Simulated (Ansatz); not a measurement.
Input:

ZrTa:
```
CELL_PARAMETERS angstrom
      4.64804     0.00000     0.00000
      0.00000     3.49961     0.00000
      0.00000     0.00000     4.89364
ATOMIC_POSITIONS crystal
  Ta 0.25000 0.00000 0.80614
  Ta 0.75000 0.00000 0.19386
  Zr 0.25000 0.50000 0.27638
  Zr 0.75000 0.50000 0.72362
```

This is the PBEsol-relaxed structure.

All from PBEsol (plane waves, PAW; program Ansatz), unless another level is named. Predict the density of states at the Fermi level.

1.2 states/eV per atom (mean over ±0.08 eV).

Next, the formation energy from the elements (no fitted shifts)?

0.16 eV/atom.

Space group Pmma. The start of the workflow was typed in or built on a structure type; neither database checked (COD, Materials Project) lists it. Its standing as an ambient phase is unchecked. The cell was relaxed with PBEsol under the symmetry of its start; whether a distortion lowers the energy is not shown. No spin polarisation was allowed. Its formation energy is positive at this level, so the cell may be metastable or incomplete. The references are the lowest solids computed at this level, not always the standard phases. Spin–orbit coupling is left out wherever it is not named.

Potentials: the earlier of the program's two PAW sets. The files were generated under PBE; for other functionals the program regenerates the frozen cores, and for LDA and PBEsol the local potential too.
